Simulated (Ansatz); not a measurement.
Starting cell, TiN (rock salt):

```yaml
crystal:
  lattice:
    - [0.00000, 2.11666, 2.11666]
    - [2.11666, 0.00000, 2.11666]
    - [2.11666, 2.11666, 0.00000]
  atoms:
    - { symbol: N, position: [0.00000, 0.00000, 0.00000] }
    - { symbol: Ti, position: [0.50000, 0.50000, 0.50000] }
```

In this cell atom 2 (Ti, nearest neighbour N at 2.117 Å; its periodic images, 3.0 Å or more away, move with it) is moved by s along Cartesian x, unit vector (1.000, 0.000, 0.000); all other atoms and the cell stay fixed.

These are r2SCAN (plane waves to 500 eV, PAW, scalar-relativistic; Ansatz, a first-principles code) values and carry that method's errors. k mesh 15×15×15 (Γ-centred), Fermi-Dirac smearing 0.05 eV. Left out: 4 of 11 points, with atoms too close for the PAW data. With partly filled bands, energies and forces of such displacements shift with the k mesh and the smearing. F∥ is the force on the atom along that direction. The PAW data are Ansatz's earlier set. TiN is run without spin polarisation. TiN was relaxed with its symmetry unable to fall. 

```tsv
s (Å)	F∥ (eV/Å)
-0.378	5.387
-0.252	3.097
-0.126	1.403
0.000	0.000
0.126	-1.403
0.252	-3.097
0.378	-5.387
```

Problem. What is the force constant k = d²E/ds² of this move at s = 0?

Solution. 10.7 eV/Å². The forces along the line at the two nearest points give (1.403 − (-1.403)) / (2·0.126) = 11.13 eV/Å²; the next pair corrects for the finite step.

Problem. With two atoms in the cell this is the zone-centre optical mode. What wavenumber follows?

Solution. 519 cm⁻¹. Reduced mass μ = 10.84 u; ν̃ = 521.5·√(k/μ) with k = 10.75 eV/Å².

(For displaced atoms, the force is minus the slope of the energy, and its curvature is a force constant, which sets phonon frequencies.)
